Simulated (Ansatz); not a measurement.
Sc$_{2}$C:
```xyz
6
Lattice="3.6265 0.0000 0.0000 0.0000 3.6265 0.0000 0.0000 0.0000 6.4622" Properties=species:S:1:pos:R:3 pbc="T T T"
Sc     0.0000     0.0000     0.0000
Sc     1.8132     1.8132     0.0000
Sc     1.8132     0.0000     2.4283
Sc     0.0000     1.8132     4.0339
C      1.8132     0.0000     4.7198
C      0.0000     1.8132     1.7424
```

Relaxed with PBE+D3(BJ). Special points in fractions of this cell's reciprocal vectors: Γ (0.000, 0.000, 0.000); X (0.000, 0.500, 0.000); M (0.500, 0.500, 0.000); Z (0.000, 0.000, 0.500); R (0.000, 0.500, 0.500); A (0.500, 0.500, 0.500).

### Question
List the band energies nearest the Fermi level at these points for DFT-PBE+D3(BJ) in the program Ansatz with PAW potentials.

### Answer
In eV from the Fermi level; about four levels below and three above (degenerate sets whole), none deeper than 8.9 eV; points with the same levels are listed once.

```csv
k,below,above
Γ,-0.89 -0.46 -0.41 -0.41,0.25 1.69 1.69
X,-1.86 -1.86 -0.31 -0.31,1.05 1.05 1.69 1.69
M,-2.25 -2.25 -0.14 -0.14,0.36 0.36 0.91 0.91
Z,-0.82 -0.82 -0.62 -0.46 -0.44,0.62 1.24 1.35 1.35
R,-1.76 -1.76 -0.16 -0.16,1.34 1.34 2.01 2.01
A,-2.10 -2.10 -0.32 -0.32,0.50 0.50 0.62 0.62
```

Space group P4/nmm. The cell is a constructed one: a structure type filled with these elements; neither database checked (COD, Materials Project) lists it. Whether it is the stable phase at ambient conditions was not checked. Symmetry was held in the PBE+D3(BJ) relaxation; whether a distortion lowers the energy is not shown. The run is not spin-polarised.

Potentials: the earlier of the program's two PAW sets.
